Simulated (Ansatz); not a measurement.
Sn4As3:
```cif
data_As9Sn12
_chemical_formula_sum 'Sn12 As9'
_space_group_name_H-M_alt 'R-3m :H'
_space_group_IT_number 166
_space_group_name_Hall '-R 3 2"'
_cell_length_a 4.10626
_cell_length_b 4.10626
_cell_length_c 36.51322
_cell_angle_alpha 90.000
_cell_angle_beta 90.000
_cell_angle_gamma 120.000
loop_
_atom_site_label
_atom_site_type_symbol
_atom_site_symmetry_multiplicity
_atom_site_Wyckoff_symbol
_atom_site_fract_x
_atom_site_fract_y
_atom_site_fract_z
_atom_site_occupancy
Sn1 Sn 6 c 0.00000 0.00000 0.36473 1
Sn2 Sn 6 c 0.00000 0.00000 0.21085 1
As1 As 6 c 0.00000 0.00000 0.07012 1
As2 As 3 b 0.00000 0.00000 0.50000 1
```
(The calculation used a cell of 7 atoms; values per cell refer to that cell.)

This is the r²SCAN-relaxed structure.

Problem. All from r²SCAN (plane waves, PAW; program Ansatz), unless another level is named. Estimate the electronic character.

Solution. metallic (no gap).

Problem. And the density of states at the Fermi level?

Solution. 0.30 states/eV per atom (mean over ±0.08 eV).

The workflow started from a Materials Project entry (that database holds measured and hypothetical structures alike); the Crystallography Open Database files this formula in space group No. 166, but the cells were not matched. Its standing as an ambient phase is unchecked. The cell was relaxed with r²SCAN under the symmetry of its start; whether a distortion lowers the energy is not shown. Spin–orbit coupling is left out wherever it is not named.

Potentials: the later of the program's two PAW sets.
